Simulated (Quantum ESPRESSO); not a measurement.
# Kohn-Sham bands of HgI2 (Cmc2₁)

```
HgI2
1.0
    2.48296    -3.72670     0.00000
    2.48296     3.72670     0.00000
    0.00000     0.00000    13.99666
Hg I
2 4
Direct
  0.34349   0.65651   0.99875
  0.65651   0.34349   0.49875
  0.39735   0.60265   0.36890
  0.60265   0.39735   0.86890
  0.91503   0.08497   0.62906
  0.08497   0.91503   0.12906
```

Cell from Materials Project (mp-23173), symmetrised, no further relaxation. COD (Crystallography Open Database) has the formula in 4 space groups, this one among them (matched by group alone). Method: PBEsol plane waves in Quantum ESPRESSO 7.5 (PseudoDojo norm-conserving files, 56 Ry, no spin polarisation, no spin-orbit coupling), Bloch states on a 6×6×4 mesh through Γ, Wannier90 4.0.1. Density: 8×8×4 mesh, cold smearing 0.01 Ry. Spin-orbit coupling is left out although heavy elements are present.

Energies are relative to the valence-band maximum; weights are on the orthonormalised atomic waves of the pseudopotential files, averaged over the group. 68 electrons a cell are treated as valence.

Question: Into which isolated groups do the bands fall, where do they lie and what are they made of?

Answer: 
| bands | from (eV) | to (eV) | filling | weight on atomic waves |
|---|---|---|---|---|
| 1–2 | -114.02 | -114.02 | filled | Hg 5s 100 % |
| 3–8 | -62.41 | -62.24 | filled | Hg 5p 100 % |
| 9–12 | -11.92 | -11.24 | filled | I 5s 92 % |
| 13–14 | -6.33 | -6.11 | filled | Hg 5d 77 %, I 5p 13 %, I 5s 8 % |
| 15–18 | -5.89 | -5.76 | filled | Hg 5d 97 % |
| 19–22 | -5.48 | -5.39 | filled | Hg 5d 99 % |
| 23–24 | -3.73 | -3.25 | filled | Hg 6s 46 %, I 5p 39 %, Hg 5d 11 % |
| 25–34 | -2.48 | 0.00 | filled | I 5p 95 % |
| 35–36 | 2.10 | 3.11 | empty | I 5p 51 %, Hg 6s 39 % |

The Kohn-Sham gap over both meshes and the path is 2.10 eV.
